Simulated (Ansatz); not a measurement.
System: FePb, 2 atoms in the cell.

All numbers below come from Ansatz 0.2.0 development build, LDA, plane waves, PAW datasets (generated hard set).

Cutoff 700 eV; k-mesh 8×8×6 Γ-centred; Fermi–Dirac smearing of 0.1 eV; no spin polarisation; no spin–orbit coupling.

```
Fe Pb
1.0
     3.20000    0.00000    0.00000
     0.00000    3.20000    0.00000
     0.00000    0.00000    4.10000
Fe Pb
1 1
Direct
  0.00000 0.00000 0.00000
  0.50000 0.50000 0.50000
```

Q: Is the cell under compression or tension, and by how much?

A: The pressure is -17.26 GPa, so at these settings the cell is stretched and would shrink.

The stress includes the program's correction for the finite plane-wave basis.

The cell is a model and need not be the structure known for this compound. The k-mesh is modest, so these values aren't fully converged in k. Spin polarisation is left out, and a magnetic state may lie lower. Spin–orbit coupling is left out, which matters for 6p elements such as Tl, Pb and Bi. Potentials made with PBE were used with another functional.
